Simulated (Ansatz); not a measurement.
Rb$_{3}$CrF$_{6}$:
```
Rb3CrF6
1.0
    0.00000     4.51459     4.51459
    4.51459     0.00000     4.51459
    4.51459     4.51459     0.00000
Rb Cr F
3 1 6
Direct
  0.25000   0.25000   0.25000
  0.75000   0.75000   0.75000
  0.50000   0.50000   0.50000
  0.00000   0.00000   0.00000
  0.78852   0.21148   0.21148
  0.21148   0.78852   0.78852
  0.21148   0.78852   0.21148
  0.78852   0.21148   0.78852
  0.21148   0.21148   0.78852
  0.78852   0.78852   0.21148
```
The run is spin-polarised; directions of the spins, atom by atom: 0 0 0 ↑ 0 0 0 0 0 0.

Relaxed with r²SCAN. Special points in fractions of this cell's reciprocal vectors: Γ (0.000, 0.000, 0.000); X (0.500, 0.000, 0.500); U (0.625, 0.250, 0.625); K (0.375, 0.375, 0.750); L (0.500, 0.500, 0.500); W (0.500, 0.250, 0.750).

Task: List the band energies nearest the valence-band maximum at these points for r²SCAN (plane waves, PAW; program Ansatz).

Result: In eV from the valence-band maximum; about four levels below and three above (degenerate sets whole), none deeper than 8.9 eV; points with the same levels are listed once.

| k | below | above |
|---|---|---|
| Γ ↑ | -3.02 -3.02 -3.02 -0.08 -0.08 -0.08 | 3.84 3.84 4.28 |
| X ↑ | -3.03 -0.12 0.00 0.00 | 3.77 3.87 6.26 |
| U ↑ | -3.06 -0.08 -0.02 -0.01 | 3.81 3.94 6.51 |
| L ↑ | -3.09 -3.09 -3.09 -0.05 -0.03 -0.03 | 4.00 4.00 6.17 |
| W ↑ | -3.09 -3.09 -0.05 -0.05 0.00 | 3.79 3.96 6.59 6.59 |
| Γ ↓ | -3.28 -3.28 -3.28 -2.93 -2.93 -2.93 | 4.35 4.36 4.36 4.36 |
| X ↓ | -3.28 -3.28 -3.14 -3.14 -2.94 | 4.33 4.48 4.48 |
| U ↓ | -3.35 -3.09 -3.09 -2.97 | 4.38 4.46 4.46 |
| L ↓ | -3.40 -3.01 -3.01 -3.00 | 4.43 4.44 4.44 |
| W ↓ | -3.33 -3.33 -3.14 -3.01 -3.01 | 4.42 4.42 4.48 |

Space group Fm-3m. The first step of the workflow began from a Materials Project structure, measured or hypothetical; the Crystallography Open Database copy checked does not list it. Its standing as an ambient phase is unchecked. The cell was relaxed with r²SCAN under the symmetry of its start; whether a distortion lowers the energy is not shown. The final state is ferromagnetic, chosen from 3 collinear starts compared on coarse meshes (ties went to the first, and starts can fall back to one state), not a proven ground state. Other orbital occupations within this spin state were not tried. No Hubbard U is applied. Scalar-relativistic: spin–orbit coupling is off unless named, which matters more the heavier the elements.

Potentials: the later of the program's two PAW sets.
